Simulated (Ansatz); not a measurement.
Method: Ansatz 0.2.0, DFT PBE, scalar-relativistic, plane waves, PAW. Settings: cutoff 420 eV, Γ-centred meshes spaced at most about 0.3 Å⁻¹, and about 0.25 Å⁻¹ or finer for metals (2π included), Gaussian smearing. No spin polarisation in the final relaxations.

All energies are static (0 K, no zero-point motion). All come from trial cells, and lower structures may exist.

Question: Order these relaxed structures of Zr3ZnN2 by energy, lowest first, with the energy over the lowest of them.
A.

Space group P6/mmm (No. 191). a = 5.967 Å, b = 5.967 Å, c = 3.040 Å, α = 90.00°, β = 90.00°, γ = 120.00°
| atom | site | symmetry | x | y | z |
| --- | --- | --- | --- | --- | --- |
| Zr | 3g | mmm | 0.5000 | 0.5000 | 0.5000 |
| Zn | 1a | 6/mmm | 0.0000 | 0.0000 | 0.0000 |
| N | 2c | -6m2 | 0.6667 | 0.3333 | 0.0000 |

B.

Space group Cmmm (No. 65). a = 5.708 Å, b = 12.327 Å, c = 3.078 Å, α = 90.00°, β = 90.00°, γ = 90.00°
```
atom  site  symmetry       x       y       z
  Zr    4i       m2m  0.0000  0.2117  0.0000
  Zr    2c       mmm  0.5000  0.0000  0.5000
  Zn    2a       mmm  0.0000  0.0000  0.0000
   N    4f     ..2/m  0.7500  0.2500  0.5000
```

C.

Space group Amm2 (No. 38). a = 3.071 Å, b = 5.566 Å, c = 12.908 Å, α = 90.00°, β = 90.00°, γ = 90.00°
```
atom  site  symmetry       x       y       z
  Zr    2a       mm2  0.0000  0.5000  0.2912
  Zr    2a       mm2  0.0000  0.0000  0.1781
  Zr    2b       mm2  0.5000  0.5000  0.0828
  Zn    2b       mm2  0.5000  0.5000  0.4862
   N    4e       m.. 0.5000  0.2589  0.2263
```

Answer: C (0 meV/atom), A (47 meV/atom), B (237 meV/atom). Forms: C Amm2; A P6/mmm; B Cmmm. Counting N atoms around Zn and Zr (those within 1.25 times the shortest such distance or 1.15 times the sum of covalent radii, 1.27 where that leaves under three; the shortest distance is added where it exceeds 1.18 times the sum of covalent radii; a slash parts the counts of unlike sites): C has Zr 2/4, Zn 4 from 3.4 Å; A has Zr 4, Zn 6 from 3.4 Å; B has Zr 4/4 from 3.4 Å, Zn 8 from 3.7 Å.

Cells relaxed within their symmetry can be saddle points. The Amm2 cell of Zr3ZnN2 came from shaking the Cmmm one. Some candidate types were left out of the draw beforehand, so a known form may be missing.
